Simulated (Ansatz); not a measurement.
From a trial cell to the properties of LaSi₂ (MoSi2-type structure)

Computed with Ansatz (plane waves, PAW, 420 eV cutoff): PBEsol, scalar-relativistic, no spin polarisation, 12×12×12 k-mesh, Gaussian smearing of 0.05 eV. The datasets are Ansatz's generated set soft_2.

The start was a prototype's sites filled with these elements, not a measured cell.

The first cell:

```
La Si
1.0
    -1.86688    1.86688    4.56927
     1.86688   -1.86688    4.56927
     1.86688    1.86688   -4.56927
La Si
1 2
Direct
  0.00000 0.00000 0.00000
  0.33530 0.33530 0.00000
  0.66470 0.66470 0.00000
```

The runs in order:

```csv
run,level,k-mesh,kind,V (Å³/atom),P (GPa),E − E(final) (meV/atom),gap on the mesh (eV)
1,PBEsol,12×12×12,cell and atoms relaxed,20.35,0.0,0.0,metal
```

The final structure (symmetry read at 0.01 Å). It takes space group I4/mmm (No. 139, tetragonal). The conventional cell has a = 3.402 Å, b = 3.402 Å, c = 10.546 Å, α = 90.00°, β = 90.00°, γ = 90.00°. Around La (site symmetry 4/mmm) lie 10 Si at 3.07 to 3.26 Å and 4 La at 3.40 Å. Si (site symmetry 4mm) is surrounded by 4 Si at 2.56 Å. (Shells end 15 % past the nearest neighbour.)

- At the final geometry the gap, band path included, is zero (metallic).
- The equation of state gives B0 = 83 GPa.
- Against the elements' standard states, run alike and uncorrected, the formation energy is -0.40 eV/atom.
- The runs in the table took roughly 1.1 core-minutes.

**Why it comes out so.**

The calculation's cell holds 19 valence electrons, an odd number. Without magnetic order each band takes two, so one stays part-filled and the crystal must be a metal. (Only strong correlation, outside this picture, could make a Mott insulator of it.)

For elements this heavy, spin–orbit coupling would shift levels and gaps; it isn't included here. Spin polarisation wasn't tried.
